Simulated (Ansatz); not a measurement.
Ge (diamond, Fd-3m), r²SCAN (plane waves, PAW; program Ansatz). The conduction-band minimum lies at Γ, with 1 equivalent valley. Second derivatives d²E/dk² of the lowest band at one valley (eV·Å²), along Cartesian directions:

```csv
direction,d²E/dk²
[100],449.8
[010],449.8
[001],449.8
[110],449.3
[101],449.3
[011],449.3
```

**Question.** Find the principal effective masses, the density-of-states mass and the conductivity mass.

**Answer.** Off-diagonal terms follow from H_xy = H[110] − (H_xx + H_yy)/2, and m*/mₑ = 7.620 eV·Å² over each eigenvalue: 0.017, 0.017, 0.017. One valley's DOS mass (m₁m₂m₃)^(1/3) = 0.017, conductivity mass 3/(Σ 1/mᵢ) = 0.017 mₑ.

**Question.** What effective density of states Nc follows at 300 K for parabolic valleys?

**Answer.** Nc = 2.509e19 × 1 × (0.017)^(3/2) ≈ 5.6e16 cm⁻³.

The r²SCAN relaxation kept the symmetry of its start; phonons on a q-mesh show no instability. Spin–orbit coupling is left out wherever it is not named.

Potentials: the later of the program's two PAW sets.

Edges and masses are those of Kohn–Sham bands, whose gap is no quasiparticle gap.
